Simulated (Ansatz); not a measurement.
SnO:
```cif
data_O3Sn3
_chemical_formula_sum 'Sn3 O3'
_space_group_name_H-M_alt 'R3m :H'
_space_group_IT_number 160
_space_group_name_Hall 'R 3 -2"'
_cell_length_a 3.32350
_cell_length_b 3.32350
_cell_length_c 11.74167
_cell_angle_alpha 90.000
_cell_angle_beta 90.000
_cell_angle_gamma 120.000
loop_
_atom_site_label
_atom_site_type_symbol
_atom_site_symmetry_multiplicity
_atom_site_Wyckoff_symbol
_atom_site_fract_x
_atom_site_fract_y
_atom_site_fract_z
_atom_site_occupancy
Sn1 Sn 3 a 0.00000 0.00000 0.78848 1
O1 O 3 a 0.00000 0.00000 0.21152 1
```
(The calculation used a cell of 2 atoms; values per cell refer to that cell.)

Relaxed with PBEsol.

Give the optical modes at the zone centre with their infrared activity from DFPT, plane-wave PAW PBEsol (Ansatz code).

Transverse frequencies, without the LO–TO term; a row sums one degenerate level.

```
ω (cm⁻¹)  degeneracy  IR ((D/Å)²/amu)  activity  symmetry
--------  ----------  ---------------  --------  --------
285                2            22.31        IR         E
390                1             4.35        IR        A1
```

How high does the top mode go among those that the LO–TO term moves?

338 cm⁻¹ for q along x, 338 cm⁻¹ for q along y, 430 cm⁻¹ for q along z.

A made-up cell: these elements were put on the sites of a structure type; neither database checked (COD, Materials Project) lists it. It is not the phase usual at ambient conditions (space group No. 129). The PBEsol relaxation kept the symmetry of its start; of distortions, only those at the zone centre were tested. Spin–orbit coupling is left out wherever it is not named.

Potentials: the later of the program's two PAW sets.
